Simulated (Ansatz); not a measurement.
A calculation with the code Ansatz. Plane-wave DFT: natural occupations of the f shells on orthogonalised atomic orbitals at the end of the run, rising, by spin; atoms or cell relaxed as the task says.

```
cell
1.0
     8.0772    0.0000    0.0000
     0.0000   -8.0772    0.0000
     0.0000    0.0000   -8.0772
Al Eu La
16 4 4
Direct
  0.6250 0.6250 0.8750
  0.1250 0.1250 0.8750
  0.1250 0.6250 0.3750
  0.6250 0.1250 0.3750
  0.6250 0.8750 0.6250
  0.1250 0.3750 0.6250
  0.1250 0.8750 0.1250
  0.6250 0.3750 0.1250
  0.8750 0.6250 0.6250
  0.3750 0.1250 0.6250
  0.3750 0.6250 0.1250
  0.8750 0.1250 0.1250
  0.8750 0.8750 0.8750
  0.3750 0.3750 0.8750
  0.3750 0.8750 0.3750
  0.8750 0.3750 0.3750
  0.5000 0.0000 0.0000
  0.0000 0.5000 0.0000
  0.0000 0.0000 0.5000
  0.5000 0.5000 0.5000
  0.2500 0.2500 0.2500
  0.7500 0.7500 0.2500
  0.7500 0.2500 0.7500
  0.2500 0.7500 0.7500
```

Starting moments (μB): Eu number 1 7.55, Eu number 2 7.55, Eu number 3 7.55, Eu number 4 7.55; others 0.

| quantity | value |
| --- | --- |
| cell charge | 0 e |
| spin | collinear |
| scf start | atoms |
| lower state search | off |
| functional | r2SCAN |
| wave cutoff | 500 eV |
| k mesh | 3, 3, 3 |
| k shift | 0, 0, 0 mesh steps |
| gaussian smearing | 0.05 eV |
| task | single point |

Task: How are the f shells occupied at the end?

Result: 

```json
{"shell atom": "17", "shell element": "Eu", "shell spin": "up", "shell occupation 1 (e)": "0.96", "shell occupation 2 (e)": "0.96", "shell occupation 3 (e)": "0.96", "shell occupation 4 (e)": "0.97", "shell occupation 5 (e)": "0.97", "shell occupation 6 (e)": "0.97", "shell occupation 7 (e)": "0.98"}
{"shell atom": "17", "shell element": "Eu", "shell spin": "down", "shell occupation 1 (e)": "0", "shell occupation 2 (e)": "0", "shell occupation 3 (e)": "0", "shell occupation 4 (e)": "0", "shell occupation 5 (e)": "0", "shell occupation 6 (e)": "0", "shell occupation 7 (e)": "0"}
{"shell atom": "18", "shell element": "Eu", "shell spin": "up", "shell occupation 1 (e)": "0.96", "shell occupation 2 (e)": "0.96", "shell occupation 3 (e)": "0.96", "shell occupation 4 (e)": "0.97", "shell occupation 5 (e)": "0.97", "shell occupation 6 (e)": "0.97", "shell occupation 7 (e)": "0.98"}
{"shell atom": "18", "shell element": "Eu", "shell spin": "down", "shell occupation 1 (e)": "0", "shell occupation 2 (e)": "0", "shell occupation 3 (e)": "0", "shell occupation 4 (e)": "0", "shell occupation 5 (e)": "0", "shell occupation 6 (e)": "0", "shell occupation 7 (e)": "0"}
{"shell atom": "19", "shell element": "Eu", "shell spin": "up", "shell occupation 1 (e)": "0.96", "shell occupation 2 (e)": "0.96", "shell occupation 3 (e)": "0.96", "shell occupation 4 (e)": "0.97", "shell occupation 5 (e)": "0.97", "shell occupation 6 (e)": "0.97", "shell occupation 7 (e)": "0.98"}
{"shell atom": "19", "shell element": "Eu", "shell spin": "down", "shell occupation 1 (e)": "0", "shell occupation 2 (e)": "0", "shell occupation 3 (e)": "0", "shell occupation 4 (e)": "0", "shell occupation 5 (e)": "0", "shell occupation 6 (e)": "0", "shell occupation 7 (e)": "0"}
{"shell atom": "20", "shell element": "Eu", "shell spin": "up", "shell occupation 1 (e)": "0.96", "shell occupation 2 (e)": "0.96", "shell occupation 3 (e)": "0.96", "shell occupation 4 (e)": "0.97", "shell occupation 5 (e)": "0.97", "shell occupation 6 (e)": "0.97", "shell occupation 7 (e)": "0.98"}
{"shell atom": "20", "shell element": "Eu", "shell spin": "down", "shell occupation 1 (e)": "0", "shell occupation 2 (e)": "0", "shell occupation 3 (e)": "0", "shell occupation 4 (e)": "0", "shell occupation 5 (e)": "0", "shell occupation 6 (e)": "0", "shell occupation 7 (e)": "0"}
```

Caveats: 4f shell without a U, which puts 4f levels too near the Fermi level; occupations loosely converged; open f or d shells may hold a state above the lowest.
